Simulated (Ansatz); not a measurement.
**Ta2N: do energies and stresses tell the same story?**

Level of theory: DFT r2SCAN, scalar-relativistic, plane waves, PAW in Ansatz 0.2.0.

Cutoff 500 eV; k points 12×12×8 on the computed 9-atom cell (Γ-centred); Gaussian smearing, width 0.10 eV; no spin polarisation.

Relaxed cell: P-31m, a = 5.291 Å, b = 5.291 Å, c = 4.930 Å, α = 90.00°, β = 90.00°, γ = 120.00°, 9 atoms in the primitive cell. Whether it is the stable form of this composition wasn't checked.

Energies at zero smearing and pressures from the stress tensor, at volumes with shape and atoms relaxed:
```csv
V (Å³/atom),E − E(first) (meV/atom),P (GPa)
12.086,0.00,34.61
12.484,-68.95,21.22
12.882,-107.08,9.78
13.281,-118.89,0.00
13.679,-108.20,-8.35
14.078,-78.29,-15.49
```

Problem. Check P = −dE/dV between neighbouring volumes, and get the bulk modulus from the pressures alone.

Solution. With 1 eV/Å³ = 160.2 GPa:
```tsv
middle V (Å³/atom)	−ΔE/ΔV (GPa)	mean P (GPa)
12.285	27.725	27.913
12.683	15.335	15.498
13.082	4.749	4.889
13.480	-4.299	-4.176
13.879	-12.026	-11.920
```

The two differ by 0.19 GPa at most. The mean of two end pressures misses the average over a step by about ΔV² P″/12, up to 0.18 GPa here; with that taken off 0.01 GPa remains. Around V = 13.281 Å³/atom, the two neighbours give B = −V ΔP/ΔV = 13.281 × 18.13 / 0.797 = 302.2 GPa, against B0 = 300.8 GPa from the Birch–Murnaghan fit of the energies.

Spin–orbit coupling is left out, which can shift energies with elements as heavy as these.